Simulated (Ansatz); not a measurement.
Geometry optimisation in Ansatz: input, command and trajectory.

```yaml
crystal:
  lattice:
    - [4.0178172741, 0.0, 0.0]
    - [0.0, 4.0178172741, 0.0]
    - [0.0, 0.0, 4.0178172741]
  atoms:
    - { symbol: Be, position: [0.0, 0.5, 0.5] }
    - { symbol: Be, position: [0.5, 0.0, 0.5] }
    - { symbol: Be, position: [0.5, 0.5, 0.0] }
    - { symbol: Cu, position: [0.5, 0.5, 0.5] }
    - { symbol: Te, position: [0.0, 0.0, 0.0] }
basis:
  ecutwfc: 420
kpoints:
  mp_grid: { grid: [4, 4, 4] }
hamiltonian:
  xc: pbe
scf:
  occupations: { method: gaussian, width: 0.1 }
  lower_state_search: "off"
output:
  forces: true
  stress: true
  eigenvalues: true
relax:
  adjacent_minimum: "off"
  f_tol: 0.04
  max_steps: 70
  cell: { stress_tol: 0.4 }
```

```bash
ansatz run input.yaml --threads 1 --pin off --max-ram 2560MiB --backend cpu --events-out ev --progress --plain --runs-dir out
```

Theory: DFT PBE, scalar-relativistic, plane waves, PAW (Ansatz).

Of 5 frames 5 are shown, positions in Å and forces in eV/Å; the SCF threshold varies from step to step. Steps run on the plane waves of an earlier cell, with a Pulay correction in the pressure. The basis is chosen afresh for the last frame, the zero of the energies, and at times for earlier ones too; energy and pressure step there, also at an unchanged geometry.

```xyz
5
Lattice="4.0178 0.0000 0.0000 0.0000 4.0178 0.0000 0.0000 0.0000 4.0178" Properties=species:S:1:pos:R:3:forces:R:3 pbc="T T T" step=1 free_energy_over_end_meV_per_atom=77.08 pressure_GPa=14.13
Be    0.0000    2.0089    2.0089    0.0000    0.0000    0.0000
Be    2.0089    0.0000    2.0089    0.0000    0.0000    0.0000
Be    2.0089    2.0089    0.0000    0.0000    0.0000    0.0000
Cu    2.0089    2.0089    2.0089    0.0000    0.0000    0.0000
Te    0.0000    0.0000    0.0000    0.0000    0.0000    0.0000
5
Lattice="4.1388 0.0000 0.0000 0.0000 4.1388 0.0000 0.0000 0.0000 4.1388" Properties=species:S:1:pos:R:3:forces:R:3 pbc="T T T" step=2 free_energy_over_end_meV_per_atom=10.28 pressure_GPa=4.36
Be    0.0000    2.0694    2.0694    0.0000    0.0000    0.0000
Be    2.0694    0.0000    2.0694    0.0000    0.0000    0.0000
Be    2.0694    2.0694    0.0000    0.0000    0.0000    0.0000
Cu    2.0694    2.0694    2.0694    0.0000    0.0000    0.0000
Te    0.0000    0.0000    0.0000    0.0000    0.0000    0.0000
5
Lattice="4.1977 0.0000 0.0000 0.0000 4.1977 0.0000 0.0000 0.0000 4.1977" Properties=species:S:1:pos:R:3:forces:R:3 pbc="T T T" step=3 free_energy_over_end_meV_per_atom=0.98 pressure_GPa=0.69
Be    0.0000    2.0988    2.0988    0.0000    0.0000    0.0000
Be    2.0988    0.0000    2.0988    0.0000    0.0000    0.0000
Be    2.0988    2.0988    0.0000    0.0000    0.0000    0.0000
Cu    2.0988    2.0988    2.0988    0.0000    0.0000    0.0000
Te    0.0000    0.0000    0.0000    0.0000    0.0000    0.0000
5
Lattice="4.2102 0.0000 0.0000 0.0000 4.2102 0.0000 0.0000 0.0000 4.2102" Properties=species:S:1:pos:R:3:forces:R:3 pbc="T T T" step=4 free_energy_over_end_meV_per_atom=0.73 pressure_GPa=-0.02
Be    0.0000    2.1051    2.1051    0.0000    0.0000    0.0000
Be    2.1051    0.0000    2.1051    0.0000    0.0000    0.0000
Be    2.1051    2.1051    0.0000    0.0000    0.0000    0.0000
Cu    2.1051    2.1051    2.1051    0.0000    0.0000    0.0000
Te    0.0000    0.0000    0.0000    0.0000    0.0000    0.0000
5
Lattice="4.2102 0.0000 0.0000 0.0000 4.2102 0.0000 0.0000 0.0000 4.2102" Properties=species:S:1:pos:R:3:forces:R:3 pbc="T T T" step=5 free_energy_over_end_meV_per_atom=0.00 pressure_GPa=0.05
Be    0.0000    2.1051    2.1051    0.0000    0.0000    0.0000
Be    2.1051    0.0000    2.1051    0.0000    0.0000    0.0000
Be    2.1051    2.1051    0.0000    0.0000    0.0000    0.0000
Cu    2.1051    2.1051    2.1051    0.0000    0.0000    0.0000
Te    0.0000    0.0000    0.0000    0.0000    0.0000    0.0000
```

The start puts this composition into another compound's structure type, which needn't suit it. At the end the space group is Pm-3m (tolerance 0.05 Å).

Time: 15 s on 1 thread of Intel(R) Xeon(R) Processor @ 2.50GHz (Skylake/Cascade Lake) (shared host), peak memory 0.37 GiB.

The k mesh is coarse.